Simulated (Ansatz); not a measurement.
Ansatz (a first-principles code) input:

Ansatz 0.2 input:
```yaml
crystal:
  lattice:
    - [5.778378462, 0.0, 0.0]
    - [0.0, 6.6432520743, 0.0]
    - [0.0, 0.0, 5.415846736]
  atoms:
    - { symbol: Zn, position: [0.5828525049, 0.8748835625, 0.999222145] }
    - { symbol: Zn, position: [0.4171474951, 0.1251164375, 0.499222145] }
    - { symbol: Zn, position: [0.9171474951, 0.3748835625, 0.499222145] }
    - { symbol: Zn, position: [0.0828525049, 0.6251164375, 0.999222145] }
    - { symbol: Sn, position: [0.5891018304, 0.3752485792, 0.9994130651] }
    - { symbol: Sn, position: [0.4108981696, 0.6247514208, 0.4994130651] }
    - { symbol: Sn, position: [0.9108981696, 0.8752485792, 0.4994130651] }
    - { symbol: Sn, position: [0.0891018304, 0.1247514208, 0.9994130651] }
    - { symbol: N, position: [0.5840820997, 0.3725847762, 0.3800269639] }
    - { symbol: N, position: [0.4159179003, 0.6274152238, 0.8800269639] }
    - { symbol: N, position: [0.9159179003, 0.8725847762, 0.8800269639] }
    - { symbol: N, position: [0.0840820997, 0.1274152238, 0.3800269639] }
    - { symbol: N, position: [0.5779630958, 0.8775022924, 0.3713278261] }
    - { symbol: N, position: [0.4220369042, 0.1224977076, 0.8713278261] }
    - { symbol: N, position: [0.9220369042, 0.3775022924, 0.8713278261] }
    - { symbol: N, position: [0.0779630958, 0.6224977076, 0.3713278261] }
kpoints:
  mp_grid: { grid: [5, 4, 5] }
hamiltonian:
  xc: lda
  pseudopotentials: { kind: paw }
scf:
  occupations: { method: fixed }
elastic: { mode: relaxed_ion, stencil: two_point, amplitude: 0.005, f_tol: 0.0005 }
```

Output (shortened):

```
Pseudopotential: Zn, paw, valence charge 12
Pseudopotential: Sn, paw, valence charge 14
Pseudopotential: N, paw, valence charge 5
Functional definition: SPW92
Crystal: 16 atoms, lattice volume = 207.899 Å³
Basis set: ecut = 420 eV, 4083 PW (Γ)
Bands: 88, of which v1, the nominal top of the filled ones, is band 72 counted from 1 (71 counted from 0)
Symmetry: 4 space group operations
Space group: Pna21 (ITA 33), of the structure as read, at distance tolerance 5.9e-5 Å
k-points: 27 of 100 (time reversal used)
SCF 1 converged in 15 iterations: F = -39495.046854 eV  dr2 = 8.38e-15
relax step   1: F+E_penalty+E_count = -39495.04685426 eV  Δ(F+E_penalty+E_count) = +0.000e0 eV  max|allowed force component| = 6.843e-4 eV/Å  Δτ_max = 0.0000 Å  (15 SCF iters, accepted)
Crystal: 16 atoms, lattice volume = 207.899 Å³
SCF 2 converged in 11 iterations: F = -39495.046854 eV  dr2 = 1.63e-14
relax step   2: F+E_penalty+E_count = -39495.04685445 eV  Δ(F+E_penalty+E_count) = -1.876e-7 eV  max|allowed force component| = 2.222e-4 eV/Å  Δτ_max = 0.0000 Å  (11 SCF iters, accepted)
Crystal: 16 atoms, lattice volume = 207.899 Å³
SCF 3 converged in 10 iterations: F = -39495.046854 eV  dr2 = 6.45e-16
Crystal: 16 atoms, lattice volume = 206.860 Å³
Basis set: ecut = 420 eV, 4047 PW (Γ)
SCF 4 converged in 15 iterations: F = -39495.041027 eV  dr2 = 1.93e-14
relax step   1: F+E_penalty+E_count = -39495.04102690 eV  Δ(F+E_penalty+E_count) = +0.000e0 eV  max|allowed force component| = 8.248e-2 eV/Å  Δτ_max = 0.0000 Å  (15 SCF iters, accepted)
Crystal: 16 atoms, lattice volume = 206.860 Å³
SCF 5 converged in 12 iterations: F = -39495.042240 eV  dr2 = 7.59e-14
relax step   2: F+E_penalty+E_count = -39495.04224023 eV  Δ(F+E_penalty+E_count) = -1.213e-3 eV  max|allowed force component| = 1.587e-2 eV/Å  Δτ_max = 0.0041 Å  (12 SCF iters, accepted)
Crystal: 16 atoms, lattice volume = 206.860 Å³
SCF 6 converged in 11 iterations: F = -39495.042364 eV  dr2 = 2.77e-14
relax step   3: F+E_penalty+E_count = -39495.04236352 eV  Δ(F+E_penalty+E_count) = -1.233e-4 eV  max|allowed force component| = 4.880e-3 eV/Å  Δτ_max = 0.0015 Å  (11 SCF iters, accepted)
Crystal: 16 atoms, lattice volume = 206.860 Å³
SCF 7 converged in 10 iterations: F = -39495.042376 eV  dr2 = 2.00e-14
relax step   4: F+E_penalty+E_count = -39495.04237577 eV  Δ(F+E_penalty+E_count) = -1.226e-5 eV  max|allowed force component| = 2.522e-4 eV/Å  Δτ_max = 0.0005 Å  (10 SCF iters, accepted)
Crystal: 16 atoms, lattice volume = 206.860 Å³
SCF 8 converged in 2 iterations: F = -39495.042376 eV  dr2 = 9.21e-15
Crystal: 16 atoms, lattice volume = 208.939 Å³
SCF 9 converged in 15 iterations: F = -39495.041068 eV  dr2 = 6.96e-15
relax step   1: F+E_penalty+E_count = -39495.04106805 eV  Δ(F+E_penalty+E_count) = +0.000e0 eV  max|allowed force component| = 7.661e-2 eV/Å  Δτ_max = 0.0000 Å  (15 SCF iters, accepted)
Crystal: 16 atoms, lattice volume = 208.939 Å³
SCF 10 converged in 12 iterations: F = -39495.042289 eV  dr2 = 5.66e-14
relax step   2: F+E_penalty+E_count = -39495.04228921 eV  Δ(F+E_penalty+E_count) = -1.221e-3 eV  max|allowed force component| = 4.723e-3 eV/Å  Δτ_max = 0.0051 Å  (12 SCF iters, accepted)
Crystal: 16 atoms, lattice volume = 208.939 Å³
[...]
Crystal: 16 atoms, lattice volume = 207.898 Å³
SCF 63 converged in 2 iterations: F = -39495.045590 eV  dr2 = 1.56e-14
SCF converged after 10 iterations
Stability not checked: this state was not tested for a lower state beside it, because too few of the mixer's solves of this state at the end of the SCF gave a …
Free energy (F): -39495.046854 eV
Harris-Foulkes:  -39495.046854 eV  (|F-HF|=7.28e-12)
Internal energy: -39495.046854 eV  (E = F + TS)
E sigma→0 (E₀):  -39495.046854 eV
Fermi energy:    10.064262 eV
--- Per-component energies (eV) ---
  E_band       = 18.127583
  E_kinetic    = 2324.262920
  E_local      = -11123.948251  (includes V_loc(G=0)·N_el)
  E_nonlocal   = 2745.690315
  E_hartree    = 5250.131133
  E_xc         = -2527.099506
  E_vxc        = -1209.908062  (∫ρ·V_xc dr)
  E_paw        = -23977.843118  (= ΣΔE_a)
  E_vpaw       = -3218.230691  (= ΣTr[D̂ρ^β])
  E_aug_tail   = -0.000914  (compensation charges beyond the density's cutoff)
  E_ewald      = -12194.807944
  E_core_change = 8.568511  (= ΣΔE_core)
  E_smearing   =  0.000000  (= −TS)
  E_closure    = 0.000000  (closes the sum)
  Σ components = -39495.046854   (vs F -39495.046854, Δ=0.00e0)
--- Forces (eV/Å), atoms counted from 1 ---
  atom   1  Zn    -0.00019234     0.00005610     0.00020285
  atom   2  Zn     0.00019234    -0.00005610     0.00020285
  atom   3  Zn     0.00019234     0.00005610     0.00020285
  atom   4  Zn    -0.00019234    -0.00005610     0.00020285
  atom   5  Sn    -0.00012249    -0.00007312    -0.00016766
  atom   6  Sn     0.00012249     0.00007312    -0.00016766
  atom   7  Sn     0.00012249    -0.00007312    -0.00016766
  atom   8  Sn    -0.00012249     0.00007312    -0.00016766
  atom   9  N     -0.00002594    -0.00016222     0.00018360
  atom  10  N      0.00002594     0.00016222     0.00018360
  atom  11  N      0.00002594    -0.00016222     0.00018360
  atom  12  N     -0.00002594     0.00016222     0.00018360
  atom  13  N     -0.00017489     0.00007265    -0.00022334
  atom  14  N      0.00017489    -0.00007265    -0.00022334
  atom  15  N      0.00017489     0.00007265    -0.00022334
  atom  16  N     -0.00017489    -0.00007265    -0.00022334
  max |Σ_I F_I| component: 1.82e-5 eV/Å
--- Stress (GPa, compression-positive) ---
       -0.006299       0.000000       0.000000
        0.000000       0.002434       0.000000
        0.000000       0.000000       0.005375
  P = ⅓ Tr σ = 0.0005 GPa (0.005 kbar)
--- Band table (eV; the first three rows and the last of 27) ---
  k-point 0: bands = ["-10.9743", "-10.9735", "-10.9645", "-10.9564", "-10.9440", "-10.8646", "-10.8571", "-10.7440", "-10.7439", "-10.7432", "-10.7396", "-10.7195", "-10.6800", "-10.6663", "-10.6499", "-10.6347", "-10.6289", "-10.6023", "-10.6002", …
  k-point 1: bands = ["-10.9735", "-10.9648", "-10.9638", "-10.9561", "-10.9433", "-10.8651", "-10.8499", "-10.7493", "-10.7450", "-10.7442", "-10.7424", "-10.7279", "-10.6704", "-10.6630", "-10.6448", "-10.6372", "-10.6259", "-10.6046", "-10.6044", …
  k-point 2: bands = ["-10.9703", "-10.9665", "-10.9550", "-10.9540", "-10.9253", "-10.8905", "-10.8146", "-10.7752", "-10.7492", "-10.7480", "-10.7404", "-10.7369", "-10.6552", "-10.6505", "-10.6402", "-10.6304", "-10.6197", "-10.6193", "-10.6099", …
  k-point 26: bands = ["-10.9880", "-10.9838", "-10.9655", "-10.9614", "-10.8837", "-10.8673", "-10.8277", "-10.8256", "-10.7479", "-10.7436", "-10.7089", "-10.7060", "-10.6701", "-10.6629", "-10.6514", "-10.6508", "-10.6092", "-10.6081", "-10.5982", …
--- Elastic constants: 6 strain directions × 2 members + reference (group order 4) ---
  dense FFT box of the reference and of every strained cell: 40×45×40
  strains applied: 11, 22, 33, 23, 13, 12; error gains …
  reference relaxed by the batch: 2 steps …
  largest displacement 3.4e-5 Å; the constants are those of the deck's cell at these positions:
  atoms:
    - { symbol: Zn, position: [0.5828475565425889, 0.8748851955662016, 0.9992237859970873] }
    - { symbol: Zn, position: [0.41715244345741115, 0.12511480443379838, 0.49922378599708733] }
    - { symbol: Zn, position: [0.9171524434574112, 0.3748851955662016, 0.49922378599708733] }
    - { symbol: Zn, position: [0.08284755654258887, 0.6251148044337984, 0.9992237859970873] }
    - { symbol: Sn, position: [0.5890998237525655, 0.37524465282820046, 0.9994102274417329] }
    - { symbol: Sn, position: [0.4109001762474344, 0.6247553471717995, 0.49941022744173297] }
    - { symbol: Sn, position: [0.9109001762474344, 0.8752446528282004, 0.49941022744173297] }
    - { symbol: Sn, position: [0.08909982375256562, 0.12475534717179951, 0.9994102274417329] }
    - { symbol: N, position: [0.5840859733066699, 0.3725831579747892, 0.38003125840029156] }
    - { symbol: N, position: [0.4159140266933301, 0.6274168420252108, 0.8800312584002915] }
    - { symbol: N, position: [0.9159140266933301, 0.8725831579747891, 0.8800312584002915] }
    - { symbol: N, position: [0.08408597330666984, 0.12741684202521078, 0.38003125840029156] }
    - { symbol: N, position: [0.577963735738001, 0.8775029472979021, 0.37132472826088814] }
    - { symbol: N, position: [0.42203626426199914, 0.12249705270209779, 0.8713247282608882] }
    - { symbol: N, position: [0.9220362642619992, 0.3775029472979022, 0.8713247282608882] }
    - { symbol: N, position: [0.07796373573800087, 0.6224970527020978, 0.37132472826088814] }
  C = ∂σ_k/∂η_j (tension-positive GPa; Voigt order 11 22 33 23 13 12):
       268.607    120.029     97.422      0.000      0.000      0.000
       120.033    255.428     95.038      0.000      0.000      0.000
        97.408     95.017    290.989      0.000      0.000      0.000
         0.000      0.000      0.000     61.843      0.000      0.000
         0.000      0.000      0.000      0.000     59.275      0.000
         0.000      0.000      0.000      0.000      0.000     70.064
  reference stress σ⁰ (GPa):      0.006     -0.002     -0.005      0.000      0.000      0.000
  moduli (Voigt/Reuss/Hill, GPa): K = 160.00/159.89/159.94   G = 71.74/69.66/70.70   E = 184.87   ν = 0.307
  mechanically stable: yes (min eigenvalue of sym C = 59.28 GPa)
  strain η (Voigt 11):  stress-route row diagonal C_11 = 268.61 GPa, energy-path curvature d²(F+E_count+ΔE)/dδ²/Ω₀ = 268.46 GPa
         δ    σ_11 (GPa)             F (eV)   n_scf  n_hpsi   n_pw
    -5.000e-3      -1.3454      -39495.0423758       2   17407   4062   relax 4 steps, max|allowed force component| 2.52e-4 eV/Å
     5.000e-3       1.3407      -39495.0422956       2   17213   4100   relax 3 steps, max|allowed force component| 3.00e-4 eV/Å
  strain η (Voigt 22):  stress-route row diagonal C_22 = 255.43 GPa, energy-path curvature d²(F+E_count+ΔE)/dδ²/Ω₀ = 255.66 GPa
         δ    σ_22 (GPa)             F (eV)   n_scf  n_hpsi   n_pw
    -5.000e-3      -1.2926      -39495.0426138       2   17338   4062   relax 5 steps, max|allowed force component| 3.75e-4 eV/Å
     5.000e-3       1.2616      -39495.0426068       2   17252   4111   relax 4 steps, max|allowed force component| 1.31e-4 eV/Å
  strain η (Voigt 33):  stress-route row diagonal C_33 = 290.99 GPa, energy-path curvature d²(F+E_count+ΔE)/dδ²/Ω₀ = 290.53 GPa
         δ    σ_33 (GPa)             F (eV)   n_scf  n_hpsi   n_pw
    -5.000e-3      -1.4677      -39495.0419685       2   17436   4062   relax 5 steps, max|allowed force component| 1.60e-4 eV/Å
     5.000e-3       1.4422      -39495.0419076       2   17317   4100   relax 4 steps, max|allowed force component| 1.37e-4 eV/Å
  strain η (Voigt 23):  stress-route row diagonal C_44 = 61.84 GPa, energy-path curvature d²(F+E_count+ΔE)/dδ²/Ω₀ = 61.73 GPa
         δ    σ_23 (GPa)             F (eV)   n_scf  n_hpsi   n_pw
    -5.000e-3      -0.3092      -39495.0457404       2   21201   4082   relax 4 steps, max|allowed force component| 2.51e-4 eV/Å
     5.000e-3       0.3092      -39495.0457404       2   21267   4082   relax 3 steps, max|allowed force component| 4.93e-4 eV/Å
  strain η (Voigt 13):  stress-route row diagonal C_55 = 59.28 GPa, energy-path curvature d²(F+E_count+ΔE)/dδ²/Ω₀ = 59.30 GPa
         δ    σ_13 (GPa)             F (eV)   n_scf  n_hpsi   n_pw
    -5.000e-3      -0.2964      -39495.0456885       2   24919   4082   relax 4 steps, max|allowed force component| 4.01e-4 eV/Å
     5.000e-3       0.2964      -39495.0456886       2   24996   4082   relax 4 steps, max|allowed force component| 5.03e-5 eV/Å
  strain η (Voigt 12):  stress-route row diagonal C_66 = 70.06 GPa, energy-path curvature d²(F+E_count+ΔE)/dδ²/Ω₀ = 70.06 GPa
         δ    σ_12 (GPa)             F (eV)   n_scf  n_hpsi   n_pw
    -5.000e-3      -0.3503      -39495.0455903       2   21229   4079   relax 5 steps, max|allowed force component| 1.11e-4 eV/Å
     5.000e-3       0.3503      -39495.0455905       2   21170   4079   relax 3 steps, max|allowed force component| 2.07e-4 eV/Å
```

Cost: about 50 core-minutes (a rough figure) on shared cores.

Space group Pna2_1. Symmetry was held in the LDA relaxation. Scalar-relativistic: spin–orbit coupling is off unless named, which matters more the heavier the elements.

Potentials: the later of the program's two PAW sets.

Ansatz is a plane-wave DFT program.
